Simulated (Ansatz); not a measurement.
Input:

CdO (rock salt), conventional cell a = b = c = 4.7677 Å, α = β = γ = 90.00°. The calculation uses the primitive cell of 2 atoms, to which meshes and values per cell refer.

The volume is varied about the relaxed value V₀ at fixed cell shape. Symmetry pins the atoms to their sites.

Computed with PBE (plane waves to 420 eV, PAW, scalar-relativistic; Ansatz, an electronic-structure program). k mesh 13×13×13 (Γ-centred), Fermi-Dirac smearing 0.05 eV. E stands for the smeared free energy. Stress and pressure are positive under compression. CdO was relaxed with its symmetry unable to fall. ΔE is measured from the relaxed starting cell.

The scan covers V/V₀ from 0.900 to 1.100 in 13 points.

Question: What pressure does the cell carry at V/V₀ = 0.900?

Answer: 17.1 GPa.

Question: What is ΔE at V/V₀ = 1.100?

Answer: 44 meV/atom.

Question: What is ΔE at V/V₀ = 0.900?

Answer: 65 meV/atom.

(A scan under strain: stresses follow from slopes of the energy per volume, elastic moduli from its curvatures.)
